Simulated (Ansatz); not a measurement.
input.yaml

```yaml
crystal:
  lattice:
    - [2.917144755, 0.0, 0.0]
    - [0.0, 2.917144755, 0.0]
    - [0.0, 0.0, 3.6741652966]
  atoms:
    - { symbol: Cu, position: [0.5, 0.5, 0.5] }
    - { symbol: Au, position: [0.0, 0.0, 0.0] }
basis:
  ecutwfc: 420
kpoints:
  mp_grid: { grid: [14, 14, 12] }
hamiltonian:
  xc: pbesol
scf:
  occupations: { method: gaussian, width: 0.1 }
output:
  forces: true
  stress: true
  eigenvalues: true
  write_density: true
  write_potential: true
  elf: true
  volumetric_format: npy
relax:
  adjacent_minimum: "off"
  f_tol: 0.01
  max_steps: 30
  cell: { stress_tol: 0.1, fix: [volume] }
```

Launched with
```bash
ansatz run input.yaml --threads 1 --pin off --max-ram 2560MiB --backend cpu --events-out ev --progress --plain --runs-dir out
```

Level of theory: DFT PBEsol, scalar-relativistic, plane waves, PAW (Ansatz 0.2.0).

Part of what the program printed, abridged (final results; tables in files aren't shown):

```
SCF 2 converged in 6 iterations: F = -19595.862719 eV  dr2 = 1.76e-12
SCF converged after 6 iterations
Free energy (F): -19595.862719 eV
Harris-Foulkes:  -19595.862719 eV  (|F-HF|=3.64e-12)
Internal energy: -19595.860455 eV  (E = F + TS)
E sigma→0 (E₀):  -19595.861587 eV
Entropy (-TS):   -0.002264 eV (-1.132 meV/atom)
Fermi energy:    17.046703 eV
--- Per-component energies (eV) ---
  E_band       = -618.915239
  E_kinetic    = 901.966069
  E_local      = -6130.411819  (includes V_loc(G=0)·N_el)
  E_nonlocal   = 474.188671
  E_hartree    = 2672.556922
  E_xc         = -313.785944
  E_vxc        = -387.570012  (∫ρ·V_xc dr)
  E_paw        = -11196.807233  (= ΣΔE_a)
  E_vpaw       = -822.203700  (= ΣTr[D̂ρ^β])
  E_aug_tail   = 0.001677  (compensation charges beyond the density's cutoff)
  E_ewald      = -6004.084478
  E_core_change = 0.515681  (= ΣΔE_core)
  E_smearing   = -0.002264  (= −TS)
--- Forces (eV/Å), atoms counted from 1 ---
  atom   1  Cu     0.00000000     0.00000000     0.00000000
  atom   2  Au     0.00000000     0.00000000     0.00000000
--- Stress (GPa, compression-positive) ---
      -12.679125       0.000000       0.000000
        0.000000     -12.679125       0.000000
        0.000000       0.000000     -12.567011
  P = ⅓ Tr σ = -12.6418 GPa (-126.418 kbar)
--- Band table (eV; the first three rows and the last of 252) ---
  k-point 0: bands = ["-94.7174", "-88.5329", "-52.2589", "-52.2481", "-52.2481", "-39.9076", "-39.8661", "-39.8661", "7.8928", "11.0959", "11.2150", "13.2602", "13.2602", "14.1208", "14.5616", "15.1386", "15.4881", "15.6715", "15.6715", "19.7405", "25.1245", "26.2536", "26.2536"]
  k-point 1: bands = ["-94.7174", "-88.5329", "-52.2589", "-52.2481", "-52.2481", "-39.9080", "-39.8661", "-39.8661", "7.9792", "11.1128", "11.2435", "13.2727", "13.2727", "14.1345", "14.5379", "15.1199", "15.4724", "15.6203", "15.6203", "19.1448", "25.8554", "26.4173", "26.4173"]
  k-point 2: bands = ["-94.7174", "-88.5329", "-52.2590", "-52.2481", "-52.2481", "-39.9090", "-39.8660", "-39.8660", "8.2325", "11.1602", "11.3231", "13.3090", "13.3090", "14.1736", "14.4719", "15.0636", "15.4279", "15.4808", "15.4808", "17.8977", "26.8930", "26.8930", "27.5086"]
  k-point 251: bands = ["-94.7161", "-88.5262", "-52.2583", "-52.2583", "-52.2574", "-39.9581", "-39.9581", "-39.8953", "11.1271", "11.7751", "11.7751", "13.8995", "14.1382", "14.1382", "14.1422", "15.1286", "15.3067", "15.5084", "21.8824", "22.3289", "22.3535", "22.3535", "23.5540"]
--- Relaxed structure (1 steps of the walk, 1 accepted, 1 SCFs on fresh bases) ---
  F+E_penalty+E_count = -19595.86271906 eV   max|allowed force component| = 4.122e-29 eV/Å   (the final SCF, on the basis selected at the relaxed cell)
  cell:  # Å, volume = 31.2662 Å³
    - [2.917144755, 0.0, 0.0]
    - [0.0, 2.917144755, 0.0]
    - [0.0, 0.0, 3.6741652966]
  atoms:
    - { symbol: Cu, position: [0.5, 0.5, 0.5] }
    - { symbol: Au, position: [0.0, 0.0, 0.0] }
```

The relaxation met its thresholds.

The run took 21 s on 1 thread of Arm Neoverse V2, on a shared host, peak memory 0.44 GiB.

Spin–orbit coupling is left out, which can shift energies with elements as heavy as these.